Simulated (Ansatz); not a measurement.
## KI2: reading a single point

```
K I
1.0
     2.31061    4.00209    0.00000
    -2.31061    4.00209    0.00000
     0.00000    0.00000    7.17938
K I
1 2
Direct
  0.00000 0.00000 0.00000
  0.33333 0.33333 0.25000
  0.66667 0.66667 0.75000
```

The numbers come from plane-wave PAW DFT (Ansatz): r2SCAN, spin-orbit coupling, 500 eV, 8×8×5 Γ-centred k points, fermi-dirac occupations (width 0.1 eV). Nothing was relaxed.

The state carries no moments; the state need not be the lowest.

- Stress: The pressure is 2.7 GPa (compression positive), so with the atoms held at these fractions the cell would first expand. The principal stresses 2.0, 3.1, 3.1 GPa differ, so its shape would change too.
- Electronic structure: It is a metal, with about 4.8 states/eV a cell as the mean within 0.25 eV of the Fermi level, mostly I p (98 %).
- Forces: The largest is on I2 (and as large on other atoms): 0.69 eV/Å, components (0.00, 0.00, 0.69). It makes 124° with the line to a nearest neighbour, K1 at 3.22 Å.
- Formation energy: -0.71 eV an atom against the elements' usual phases (free molecules for gases, crystals otherwise, with no correction for O₂ or N₂), so it is bound against them; other compounds may still compete. Relaxing would lower it.
- Charges: Bader charges in e: K +0.77, I -0.38. In the mean K gives up most and I takes most.

Origin: a known structure type with other elements, at an estimated volume, so it need not be a known compound. Caveats: started without moments under time reversal, so no moment could form.
